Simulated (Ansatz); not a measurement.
Relaxed-ion elastic tensor of CoSi2 (fluorite or antifluorite type, space group No. 225) in GPa (Voigt order), plane-wave PAW PBE (Ansatz code); density 4.97 g/cm³, 12.83 Å³ per atom.

```
 238   150   150   0.0   0.0   0.0
 150   238   150   0.0   0.0   0.0
 150   150   238   0.0   0.0   0.0
 0.0   0.0   0.0  88.6   0.0   0.0
 0.0   0.0   0.0   0.0  88.6   0.0
 0.0   0.0   0.0   0.0   0.0  88.6
```

Question: Is the crystal mechanically stable?

Answer: Yes: the smallest eigenvalue of C is 88.4 GPa.

Question: Work out the Voigt, Reuss and Hill averages.

Answer: K_V = 179, K_R = 179, K_H = 179; G_V = 70.8, G_R = 63.2, G_H = 67.0 GPa.

Question: Give Young's modulus, Poisson's ratio, Pugh's ratio and the universal anisotropy index.

Answer: E = 9KG/(3K + G) = 179 GPa; ν = 0.33; K/G = 2.67 (ductile by the Pugh limit of 1.75); A_U = 5G_V/G_R + K_V/K_R − 6 = 0.60.

Question: Estimate the sound speeds and the Debye temperature.

Answer: v_l = √((K + 4G/3)/ρ) = 7350 m/s, v_t = √(G/ρ) = 3670 m/s, mean 4120 m/s; Θ = (h/k)(3n/4πV)^(1/3) v_m = 524 K.

Question: Give the Zener ratio and Young's modulus along [100], [110] and [111].

Answer: A = 2C44/(C11 − C12) = 2.00; 1/E = S11 − 2(S11 − S12 − S44/2)Γ with Γ = 0, 1/4, 1/3 gives 123, 188, 228 GPa.

Question: Solve the Christoffel equation for the three sound speeds along [100], [110], [111].

Answer: Eigenvalues of C_ijkl n_j n_l equal ρv². In km/s, slowest first: [100] 4.22, 4.22, 6.92; [110] 2.98, 4.22, 7.54; [111] 3.45, 3.45, 7.73.

Space group Fm-3m (fluorite or antifluorite type). Symmetry was held in the PBE relaxation; phonons on a q-mesh show no instability. The run is not spin-polarised. As this level gives no gap, shear constants depend on the k-mesh and smearing (Fermi–Dirac, 0.1 eV here).

Potentials: the later of the program's two PAW sets.
